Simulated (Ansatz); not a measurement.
TiO₂:
```xyz
12
Lattice="6.0954 1.8667 0.0000 -6.0954 1.8667 0.0000 -1.9188 0.0000 6.2745" Properties=species:S:1:pos:R:3 pbc="T T T"
Ti     2.3482     1.8667     4.5009
Ti    -4.2671     1.8667     1.7736
Ti    -6.2305     1.8667     4.4523
Ti     4.3116     1.8667     1.8222
O     -6.0954     1.8667     2.3253
O      4.1766     1.8667     3.9493
O      0.3343     1.8667     4.4291
O     -2.2532     1.8667     1.8454
O     -4.4818     1.8667     0.0231
O      2.5630     1.8667     6.2514
O      2.2118     1.8667     2.1774
O     -4.1306     1.8667     4.0972
```

Relaxed with r²SCAN. Special points in fractions of this cell's reciprocal vectors: Γ (0.000, 0.000, 0.000); C (0.276, 0.276, 0.000); C2 (-0.276, 0.724, 0.000); Y2 (-0.500, 0.500, 0.000); M2 (-0.500, 0.500, 0.500); D (-0.262, 0.738, 0.500); D2 (0.262, 0.262, 0.500); A (0.000, 0.000, 0.500); L2 (0.000, 0.500, 0.500); V2 (0.000, 0.500, 0.000).

Q: List the band energies nearest the valence-band maximum at these points for the program Ansatz at the r²SCAN level (PAW).

A: In eV from the valence-band maximum; about four levels below and three above (degenerate sets whole), none deeper than 8.9 eV; points with the same levels are listed once.

```json
[
 {"k": "Γ", "below": "-0.82 -0.75 -0.37 -0.21", "above": "3.20 3.57 3.78"},
 {"k": "C", "below": "-0.72 -0.46 -0.28 -0.13", "above": "3.40 3.69 4.07"},
 {"k": "Y2", "below": "-0.94 -0.63 -0.42 -0.14", "above": "3.36 3.40 3.93"},
 {"k": "M2", "below": "-0.92 -0.41 -0.24 -0.23", "above": "3.48 3.59 3.75"},
 {"k": "D", "below": "-0.78 -0.50 -0.16 0.00", "above": "3.60 3.64 3.89"},
 {"k": "A", "below": "-0.73 -0.65 -0.64 -0.46", "above": "3.32 3.59 3.78"},
 {"k": "L2", "below": "-0.72 -0.56 -0.11 -0.02", "above": "3.64 3.68 3.93"},
 {"k": "V2", "below": "-0.91 -0.52 -0.23 -0.14", "above": "3.58 3.65 4.09"}
]
```

Space group C2/m. The first step of the workflow began from a Materials Project structure, measured or hypothetical; the Crystallography Open Database copy checked does not list it. It is not the phase usual at ambient conditions (space group No. 61, 136, 141). The cell was relaxed with r²SCAN under the symmetry of its start; whether a distortion lowers the energy is not shown. No spin polarisation was allowed.

Potentials: the earlier of the program's two PAW sets.
